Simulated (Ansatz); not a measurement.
**As (A7)**

The computed numbers are results of PBEsol, scalar-relativistic (no spin polarisation) in the plane-wave PAW code Ansatz at 420 eV, Γ-centred 14×14×14 mesh, 0.05 eV Gaussian smearing; PAW files: Ansatz's generated set soft_2.

```
As
1.0
     1.89057    1.09152    3.36712
    -1.89057    1.09152    3.36712
     0.00000   -2.18304    3.36712
As
2
Direct
  0.23020 0.23020 0.23020
  0.76980 0.76980 0.76980
```

Cell and atoms are those of this level's equilibrium.

Path: Γ–T–H2 | H0–L–Γ–S0 | S2–F–Γ, with Γ = (0.000, 0.000, 0.000), T = (0.500, 0.500, 0.500), H2 = (0.763, 0.237, 0.500), H0 = (0.500, -0.237, 0.237), L = (0.500, 0.000, 0.000), S0 = (0.368, -0.368, 0.000), S2 = (0.632, 0.000, 0.368), F = (0.500, 0.000, 0.500) in reciprocal vectors of the calculation's cell.

**Question.** Is it a metal or an insulator, and if it has a gap, where are the band edges on this path?

**Answer.** A metal: bands cross the Fermi level.

Bands as a text map, energy in eV from the Fermi level (dashes), each leg drawn with the same width:
```
  4.86 |            *     *                      ***           
  4.57 |           *      *                 *             *    
  4.29 |           *                              *            
  4.00 |          *        *                     *         *   
  3.71 |                                   *                   
  3.43 |                                       ***        * *  
  3.14 |*        **        *          *****    **            **
  2.86 | *                  *        ** *     *   *            
  2.57 |                             *             *        ** 
  2.29 |  *                         *    *                 *   
  2.00 |****    **          **       *****   *      *     *  **
  1.71 |   ***                     **                *   * *   
  1.43 |      **                  **      *  *        ***      
  1.14 |    *                 *  **       * *               *  
  0.86 |     *      ******     ** *        *                   
  0.57 |        *  *      ** *   *         **                  
  0.29 |      **  *         ******                             
  0.00 |--------**---------------------------------------------
 -0.29 |        **            ***                              
 -0.57 |          ***         * *                              
 -0.86 |     ***     *           *                          *  
 -1.14 |    *         ***         *                            
 -1.43 |   *             *   *     *                           
 -1.71 |  *   **          *         *     **               * * 
 -2.00 |  ****  *          *         *  **  *                  
 -2.29 |**                  **      ******                   **
 -2.57 |*       *           * ************   *               **
 -2.86 |         *            *              *            * *  
        Γ      T      HH       L       Γ       SS      F      Γ
```

The structure is built of weakly bound bilayers, and this functional has no dispersion term, so their spacing and all that hangs on it (volume, the soft elastic constants, low modes, dielectric constants) are poorly given.
